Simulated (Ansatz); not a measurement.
LaGaO₃ (space group R-3c)

```
LaGaO3
1.0
    2.76127     1.59422     4.42450
   -2.76127     1.59422     4.42450
    0.00000    -3.18845     4.42450
La Ga O
2 2 6
Direct
  0.25000   0.25000   0.25000
  0.75000   0.75000   0.75000
  0.00000   0.00000   0.00000
  0.50000   0.50000   0.50000
  0.75000   0.18459   0.31541
  0.25000   0.81541   0.68459
  0.31541   0.75000   0.18459
  0.68459   0.25000   0.81541
  0.18459   0.31541   0.75000
  0.81541   0.68459   0.25000
```

E(V) scan at fixed shape, V₀ the volume above. The atoms relax within the cell's symmetry.

These are PBEsol (plane waves to 420 eV, PAW, scalar-relativistic; Ansatz, a quantum-chemistry and plane-wave program) values and carry that method's errors. k mesh 7×7×7 (Γ-centred), Fermi-Dirac smearing 0.05 eV. Stress and pressure are positive under compression. LaGaO3 is run without spin polarisation. LaGaO3 was relaxed with its symmetry unable to fall. This is one of several known forms of LaGaO3; the measured ambient cells at hand have space group No. 62.

At one point of the scan the stress tensor (GPa) is:

```
   -8.0      0.0      0.0
    0.0     -8.0      0.0
    0.0      0.0     -7.6
```

Task: Which point is it?
(A) V/V₀ = 1.050
(B) V/V₀ = 1.017
(C) V/V₀ = 1.100
(D) V/V₀ = 1.067

Result: A, V/V₀ = 1.050

(Under strain, the slope of the energy per volume gives the stress and its curvature an elastic modulus.)
